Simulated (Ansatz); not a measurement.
Nb (bcc, W type)

```yaml
crystal:
  lattice:
    - [-1.65478, 1.65478, 1.65478]
    - [1.65478, -1.65478, 1.65478]
    - [1.65478, 1.65478, -1.65478]
  atoms:
    - { symbol: Nb, position: [0.00000, 0.00000, 0.00000] }
```

Grid over V/V₀ and (c/a)/(c/a)₀, subscript 0 meaning the relaxed cell; the conventional c axis lies along z; no internal relaxation.

The numbers are results of PBE (plane waves to 420 eV, PAW, scalar-relativistic; Ansatz, a program for electronic structure), not measurements. k mesh 20×20×20 (Γ-centred), Fermi-Dirac smearing 0.05 eV. Compression counts positive. With partly filled bands, the response to shear is sensitive to the k mesh, so small differences along c/a are uncertain. Nb is run without spin polarisation. Nb was relaxed with its symmetry unable to fall. The PAW data are Ansatz's earlier set.

At one point of the scan the stress tensor (GPa) is:

```
    1.5      0.0      0.0
    0.0      1.5      0.0
    0.0      0.0     15.8
```

Task: Which point is it?
(A) V/V₀ = 0.960, (c/a)/(c/a)₀ = 0.920
(B) V/V₀ = 0.973, (c/a)/(c/a)₀ = 0.880
(C) V/V₀ = 0.960, (c/a)/(c/a)₀ = 0.880
(D) V/V₀ = 0.973, (c/a)/(c/a)₀ = 1.000

Result: B, V/V₀ = 0.973, (c/a)/(c/a)₀ = 0.880

(A scan under strain: stresses follow from slopes of the energy per volume, elastic moduli from its curvatures.)
